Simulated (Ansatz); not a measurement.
AlPt:
```cif
data_Al4Pt4
_chemical_formula_sum 'Pt4 Al4'
_space_group_name_H-M_alt 'Fm-3m'
_space_group_IT_number 225
_space_group_name_Hall '-F 4 2 3'
_cell_length_a 5.08065
_cell_length_b 5.08065
_cell_length_c 5.08065
_cell_angle_alpha 90.000
_cell_angle_beta 90.000
_cell_angle_gamma 90.000
loop_
_atom_site_label
_atom_site_type_symbol
_atom_site_symmetry_multiplicity
_atom_site_Wyckoff_symbol
_atom_site_fract_x
_atom_site_fract_y
_atom_site_fract_z
_atom_site_occupancy
Pt1 Pt 4 a 0.00000 0.00000 0.00000 1
Al1 Al 4 b 0.50000 0.50000 0.50000 1
```
(The calculation used a cell of 2 atoms; values per cell refer to that cell.)

Relaxed with PBEsol.

### Question
Decompose the optical modes at the zone centre into irreducible representations, and say which are infrared and Raman allowed.

### Answer
Point group m-3m: Γ_opt = T1u. Infrared: T1u. Raman: none.

### Question
Assign frequencies (DFPT, plane-wave PAW PBEsol (Ansatz code)).

### Answer
T1u 223 cm⁻¹.

The start of the workflow was typed in or built on a structure type; neither database checked (COD, Materials Project) lists it. Its standing as an ambient phase is unchecked. The PBEsol relaxation kept the symmetry of its start; whether a distortion lowers the energy is not shown. No spin polarisation was allowed. As this level gives no gap, phonon frequencies hold no LO–TO term and depend on the k-mesh and smearing (Fermi–Dirac, 0.1 eV here). Scalar-relativistic: spin–orbit coupling is off unless named, which matters more the heavier the elements.

Potentials: the earlier of the program's two PAW sets. The files were generated under PBE; for other functionals the program regenerates the frozen cores, and for LDA and PBEsol the local potential too.
